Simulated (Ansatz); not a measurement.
MnS: clamped-ion strain scan

The calculation used DFT r2SCAN, scalar-relativistic, plane waves, PAW (Ansatz). Cutoff 500 eV, Γ-centred 10×10×10 k-points, Gaussian smearing of 0.05 eV. Collinear spins, started from moments 4.7, 0.1 μB in atom order; the magnetic state may not be the lowest. Energies are free energies at this smearing, counted from the undisturbed cell; pressure is positive in compression.

Zero of the scan (as given, not relaxed at this level; it stands at 1.8 GPa; this zinc-blende form isn't the usual structure):

```xyz
2
Lattice="0.0000 2.8000 2.8000 2.8000 0.0000 2.8000 2.8000 2.8000 0.0000" Properties=species:S:1:pos:R:3 pbc="T T T"
Mn    0.0000    0.0000    0.0000
S     4.2000    4.2000    4.2000
```

The cell is strained by ε times the Voigt pattern (0, 1, 0, 0, 0, 0) (xx, yy, zz, yz, xz, xy; engineering shear) with fractional coordinates fixed.

Q: Over the sampled range (-0.1000 to 0.1000), is the undisturbed cell the lowest point?

A: No: the energy is lower at ε = 0.0250, -2.4 in ΔE (meV/atom).

Q: Which end lies higher in energy, -0.1000 or +0.1000?

A: -0.1000: 83.9 against 31.2.

Q: Does the gap on the k-mesh survive along the scan?

A: It is 0.58 eV in the undisturbed cell and reads zero at ε = -0.1000, -0.0750. Where the gap reads zero the k-mesh, chosen for the insulator, is on the coarse side.

The scan:

| ε | ΔE (meV/atom) |
| --- | --- |
| -0.1000 | 83.9 |
| -0.0750 | 51.6 |
| -0.0500 | 26.8 |
| -0.0250 | 9.7 |
| 0.0000 | 0.0 |
| 0.0250 | -2.4 |
| 0.0500 | 2.1 |
| 0.0750 | 13.4 |
| 0.0875 | 21.5 |
| 0.1000 | 31.2 |